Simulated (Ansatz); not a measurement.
Molecular dynamics on a 2×2×2 supercell (16 atoms) of BP (F-43m), relaxed with r2SCAN. Forces come from r2SCAN in the plane-wave code Ansatz: constant energy and volume (NVE), velocities drawn at 800 K, steps of 1.5 fs. Classical nuclei, no spin polarisation; a few dozen steps show the first response, not equilibrium.

```yaml
crystal:
  lattice:
    - [0.0, 4.5366309147, 4.5366309147]
    - [4.5366309147, 0.0, 4.5366309147]
    - [4.5366309147, 4.5366309147, 0.0]
  atoms:
    - { symbol: B, position: [0.0, 0.0, 0.0] }
    - { symbol: P, position: [0.125, 0.125, 0.125] }
    - { symbol: B, position: [0.0, 0.0, 0.5] }
    - { symbol: P, position: [0.125, 0.125, 0.625] }
    - { symbol: B, position: [0.0, 0.5, 0.0] }
    - { symbol: P, position: [0.125, 0.625, 0.125] }
    - { symbol: B, position: [0.0, 0.5, 0.5] }
    - { symbol: P, position: [0.125, 0.625, 0.625] }
    - { symbol: B, position: [0.5, 0.0, 0.0] }
    - { symbol: P, position: [0.625, 0.125, 0.125] }
    - { symbol: B, position: [0.5, 0.0, 0.5] }
    - { symbol: P, position: [0.625, 0.125, 0.625] }
    - { symbol: B, position: [0.5, 0.5, 0.0] }
    - { symbol: P, position: [0.625, 0.625, 0.125] }
    - { symbol: B, position: [0.5, 0.5, 0.5] }
    - { symbol: P, position: [0.625, 0.625, 0.625] }
kpoints:
  mp_grid: { grid: [4, 4, 4] }
hamiltonian:
  xc: r2scan
scf:
  occupations: { method: fermi_dirac, width: 0.069 }
md:
  ensemble: nve
  temperature: 800
  timestep: 1.5
  n_steps: 30
  initial_velocities: maxwell_boltzmann
  seed: 4629
```

Run as `ansatz run input.yaml --threads 4 --pin off --max-ram 3686MiB --backend cpu --events-out ev --progress --plain --runs-dir out`.

Q: It ran on 4 threads of Intel(R) Xeon(R) 6975P-C (Granite Rapids) (shared host). About how long did it take, and how much host memory at the peak?

A: About 2.1 min, with a peak of 1.2 GiB.

```csv
step,t (fs),T (K),free energy F from step 0 (meV/atom),kinetic energy (meV/atom),largest force (eV/Å)
0,0,800,0.0,96.9,0.00
1,1.5,773,3.3,93.7,0.73
2,3,698,12.5,84.6,1.41
3,4.5,587,26.1,71.1,2.03
4,6,459,41.8,55.6,2.59
5,7.5,336,56.8,40.7,3.05
6,9,239,68.7,29.0,3.39
7,10.5,183,75.5,22.2,3.56
8,12,174,76.6,21.1,3.58
9,13.5,210,72.2,25.4,3.46
10,15,278,63.8,33.7,3.20
11,16.5,362,53.4,43.9,2.85
12,18,445,43.3,54.0,2.44
13,19.5,511,35.2,61.9,2.01
14,21,547,30.8,66.3,2.02
15,22.5,549,30.6,66.5,2.01
16,24,516,34.6,62.5,1.98
17,25.5,454,42.2,55.0,1.92
18,27,375,51.9,45.4,1.93
19,28.5,291,62.2,35.2,2.21
20,30,216,71.4,26.1,2.46
21,31.5,163,77.9,19.7,2.67
22,33,141,80.5,17.1,2.77
23,34.5,154,78.9,18.7,2.75
24,36,200,73.3,24.2,2.60
25,37.5,270,64.7,32.8,2.68
26,39,353,54.5,42.8,2.70
27,40.5,434,44.6,52.6,2.63
28,42,498,36.8,60.4,2.46
29,43.5,534,32.4,64.7,2.21
30,45,536,32.2,64.9,1.91
```

The temperature starts at 800 K, is lowest at step 22 (141 K, 33 fs) and ends at 536 K. The atoms start on their lattice sites with kinetic energy alone, so much of it first passes into potential energy. The conserved energy stays within 0.78 meV an atom. By the last step the atoms have moved 0.09 Å in the root mean square, the drift of the whole cell taken out, 0.14 Å at most.

Positions (Å) and forces (eV/Å) at step 30:
```
B    0.050   0.029  -0.039     0.432  -0.173   0.226
P    1.251   1.164   1.078    -1.446  -0.923   0.837
B    2.327   2.300  -0.011     0.213   0.053  -0.231
P    3.441   3.454   1.124     0.011  -0.133  -0.153
B    2.227  -0.042   2.291     0.079  -0.100   0.251
P    3.359   1.104   3.438    -0.382  -0.214   0.047
B    4.434   2.240   2.313     0.770   0.406  -0.162
P    5.627   3.315   3.448    -0.453   1.763  -0.467
B    0.083   2.244   2.230    -0.229   0.771   0.090
P    1.233   3.438   3.369    -1.365  -0.867   0.488
B    2.286   4.585   2.232    -0.108  -0.072  -0.144
P    3.399   5.711   3.333     0.992  -0.293   0.692
B    2.224   2.229   4.602     0.116   0.408  -0.623
P    3.343   3.354   5.712     1.121   0.504  -0.433
B    4.438   4.528   4.512     0.667  -0.246   0.692
P    5.594   5.692   5.724    -0.419  -0.883  -1.109
```
